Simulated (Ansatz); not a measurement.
Relaxed-ion elastic tensor of AlRu (CsCl type, space group No. 221) in GPa (Voigt order), DFT-LDA in the program Ansatz with PAW potentials; density 8.25 g/cm³, 12.89 Å³ per atom.

```
     1    2    3    4    5    6
-  ---  ---  ---  ---  ---  ---
1  358  168  168  0.0  0.0  0.0
2  168  358  168  0.0  0.0  0.0
3  168  168  358  0.0  0.0  0.0
4  0.0  0.0  0.0  140  0.0  0.0
5  0.0  0.0  0.0  0.0  140  0.0
6  0.0  0.0  0.0  0.0  0.0  140
```

Q: Is the crystal mechanically stable?

A: Yes: the smallest eigenvalue of C is 140 GPa.

Q: Work out the Voigt, Reuss and Hill averages.

A: K_V = 232, K_R = 232, K_H = 232; G_V = 122, G_R = 118, G_H = 120 GPa.

Q: Give Young's modulus, Poisson's ratio, Pugh's ratio and the universal anisotropy index.

A: E = 9KG/(3K + G) = 306 GPa; ν = 0.28; K/G = 1.94 (ductile by the Pugh limit of 1.75); A_U = 5G_V/G_R + K_V/K_R − 6 = 0.18.

Q: Estimate the sound speeds and the Debye temperature.

A: v_l = √((K + 4G/3)/ρ) = 6890 m/s, v_t = √(G/ρ) = 3810 m/s, mean 4240 m/s; Θ = (h/k)(3n/4πV)^(1/3) v_m = 539 K.

Q: Give the Zener ratio and Young's modulus along [100], [110] and [111].

A: A = 2C44/(C11 − C12) = 1.47; 1/E = S11 − 2(S11 − S12 − S44/2)Γ with Γ = 0, 1/4, 1/3 gives 251, 318, 349 GPa.

Space group Pm-3m (CsCl type). Symmetry was held in the LDA relaxation; of distortions, only those at the zone centre were tested. The run is not spin-polarised. As this level gives no gap, shear constants depend on the k-mesh and smearing (Fermi–Dirac, 0.1 eV here).

Potentials: the later of the program's two PAW sets.
